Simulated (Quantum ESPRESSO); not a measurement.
**Quadrupole interaction in TiB2**

```yaml
crystal:
  lattice:
    - [3.02593, 0.00000, 0.00000]
    - [-1.51296, 2.62053, 0.00000]
    - [0.00000, 0.00000, 3.22877]
  atoms:
    - { symbol: Ti, position: [0.00000, 0.00000, 0.00000] }
    - { symbol: B, position: [0.33333, 0.66667, 0.50000] }
    - { symbol: B, position: [0.66667, 0.33333, 0.50000] }
```
The cell comes from the Materials Project (a computed structure). It is TiB2 in P6/mmm. Stability against distortions was not tested. The run has no spin polarisation.

Principal values are ordered |Vxx| ≤ |Vyy| ≤ |Vzz|, η = (Vxx − Vyy)/Vzz, and C_Q = eQVzz/h is given by its size. Cores are frozen. Against all-electron runs on small test molecules, this scheme's |Vzz| missed by +19 % on B. Ti had no test against all-electron runs. This crystal comes out metallic or nearly gapless here; its field gradients are sensitive to mesh and smearing.

Quadrupole moments taken as inputs (sizes, barn, from the tables of PySCF and pymatgen): ⁴⁷Ti 0.302, ¹¹B 0.0406.

Question: What do the calculations give at each independent site (field gradients by a PBE PAW density (pw.x of a modified build of Quantum ESPRESSO, JTH datasets) with the all-electron reconstruction of Petrilli and co-workers, 20 Ha, k-mesh 15×15×12 through Γ)?

Answer: 
| site | site symmetry | Vzz (10²¹ V/m²) | η_Q | ∣C_Q∣ (MHz) |
|---|---|---|---|---|
| Ti (atom 1) | 6/mmm | 1.92 | 0.00 | 14.0 (⁴⁷Ti) |
| B (atoms 2, 3) | -6m2 | 0.46 | 0.00 | 0.45 (¹¹B) |
